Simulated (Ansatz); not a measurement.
CsLaS2:
```
CELL_PARAMETERS angstrom
      2.16895     1.25225     8.07963
     -2.16895     1.25225     8.07963
      0.00000    -2.50449     8.07963
ATOMIC_POSITIONS crystal
  Cs 0.00000 0.00000 0.00000
  La 0.50000 0.50000 0.50000
  S  0.22918 0.22918 0.22918
  S  0.77082 0.77082 0.77082
```

Relaxed with r²SCAN. Special points in fractions of this cell's reciprocal vectors: Γ (0.000, 0.000, 0.000); T (0.500, 0.500, 0.500); H2 (0.817, 0.183, 0.500); H0 (0.500, -0.183, 0.183); L (0.500, 0.000, 0.000); S0 (0.341, -0.341, 0.000); S2 (0.659, 0.000, 0.341); F (0.500, 0.000, 0.500).

Task: List the band energies nearest the valence-band maximum at these points for r²SCAN (plane waves, PAW; program Ansatz).

Result: In eV from the valence-band maximum; about four levels below and three above (degenerate sets whole), none deeper than 8.9 eV; points with the same levels are listed once.

```
k                           below                above
--  -----------------------------  -------------------
Γ     -1.40 -1.40 -0.11 0.00 0.00  3.95 4.14 4.17 4.17
T   -1.35 -1.35 -0.67 -0.08 -0.08       3.85 4.26 4.26
H2        -1.08 -0.77 -0.76 -0.34       3.76 4.05 4.11
L         -1.02 -0.74 -0.58 -0.34       3.46 3.89 4.21
S0        -1.08 -0.77 -0.77 -0.32       3.77 4.06 4.10
F         -1.12 -0.67 -0.20 -0.17       2.84 4.20 4.23
```

Space group R-3m. The workflow started from a Materials Project entry (that database holds measured and hypothetical structures alike); the Crystallography Open Database copy checked does not list it. Whether it is the stable phase at ambient conditions was not checked. The cell was relaxed with r²SCAN under the symmetry of its start; whether a distortion lowers the energy is not shown. Spin–orbit coupling is left out wherever it is not named.

Potentials: the later of the program's two PAW sets.
